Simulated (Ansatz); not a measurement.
## What DFT gives for Bi2Se3

```
CELL_PARAMETERS angstrom
4.18088 0.00000 0.00000
-2.09044 3.62075 0.00000
-2.09044 1.20691 9.69024
ATOMIC_POSITIONS crystal
Bi 0.40000 0.60000 0.20000
Bi 0.60000 0.40000 0.80000
Se 0.00000 0.00000 0.00000
Se 0.20950 0.79050 0.62850
Se 0.79050 0.20950 0.37150
```

Method: PBE, no spin polarisation; PAW, plane waves to 420 eV, 9×9×9 Γ-centred mesh, fermi-dirac occupations (width 0.1 eV) (Ansatz 0.2.0), atoms fixed.

Q: What does the stress say?

A: The pressure is -0.6 GPa (compression positive), so with the atoms held at these fractions the cell would first shrink.

Q: Which element gives electrons and which takes them?

A: Bader charges in e: Bi +0.99, Se -0.83 to -0.58. In the mean Bi gives up most and Se takes most.

Q: Is there a gap, and of what kind?

A: The gap is 0.22 eV, direct at the points sampled.

Q: Describe some of the short contacts.

A: Bi–Se at 2.93 Å: least valence density 0.30 e/Å³ and ELF 0.46 there. Both are smooth PAW fields, read partly inside the augmentation spheres.

Origin: a known structure type with other elements, at an estimated volume, so it need not be a known compound. Caveats: no spin-orbit coupling, which can shift this gap by tenths of an eV; the gap is not wide against the smearing.
